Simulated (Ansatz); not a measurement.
La$_{2}$O$_{3}$ (A-La2O3 type, space group P-3m1)

```
CELL_PARAMETERS angstrom
      3.94027     0.00000     0.00000
     -1.97014     3.41238     0.00000
      0.00000     0.00000     6.18799
ATOMIC_POSITIONS crystal
  La 0.33333 0.66667 0.24739
  La 0.66667 0.33333 0.75261
  O  0.00000 0.00000 0.00000
  O  0.33333 0.66667 0.64528
  O  0.66667 0.33333 0.35472
```

The slice is a (-1 1 0 2) plane (indices of the conventional cell) through the point (0.667, 0.333, 0.355) (fractional), spanned by u = [110] and v = [1 -1 1] in vectors of this cell: u (3.94 Å) and v (9.21 Å, at 90° to u). It covers one period; positions are fractions (u, v).

These are PBE (plane waves to 420 eV, PAW, scalar-relativistic; Ansatz, an electronic-structure program) values and carry that method's errors. k mesh 10×10×6. Inside the PAW spheres the values are not all-electron values, and peaks at nuclei hang on which shells count as valence. La2O3 is run without spin polarisation. La2O3 was relaxed with its symmetry unable to fall.

Problem. Sketch the electrostatic potential energy of an electron, from the cell's mean on this plane as a map.

Solution. 
```
|xxxxxx77553322335577xxxx|
|xxxxxx88775555557788xxxx|
|xx5577777777777777777755|
|001133668899999988663311|
|000000448899999988440000|
|0000003377xxxxxx77330000|
|0000003377xxxxxx77330000|
|0000004488xxxxxx88440000|
|000033558899999988553300|
|334455667777777777665544|
|666666554433333344556666|
|887766330000000000336677|
|8877550000xxxxxx00005577|
|88773300xxxxxxxxxx003377|
|88772200xxxxxxxxxx002277|
|88772200xxxxxxxxxx002277|
|88773300xxxxxxxxxx003377|
|887755220000000000225577|
|777777554411001144557777|
|7777888877xxxxxx77888877|
|77778899xxxxxxxxxx998877|
|77778899xxxxxxxxxx998877|
|77778888xxxxxxxxxx888877|
|8888888877xxxxxx77888888|
|xx8888775533223355778888|
|xxxxxx66330000003366xxxx|
|xxxxxx66330000003366xxxx|
|xxxxxxxx4400000044xxxxxx|
```
Scale: ten equal steps from 1.00 (start of '0') to 9.61 (end of '9'), in the order '0123456789'. Values: electrostatic potential energy of an electron, from the cell's mean, in eV. The map has 12 points along u (two characters each, u = 0 at the left) and 28 along v (v = 0 in the bottom row). Points within 1 Å of a nucleus are blanked (x), as the pseudised field means little there. Values under 1 eV are set to 1. The zero, the cell's mean, hangs on the PAW cores.
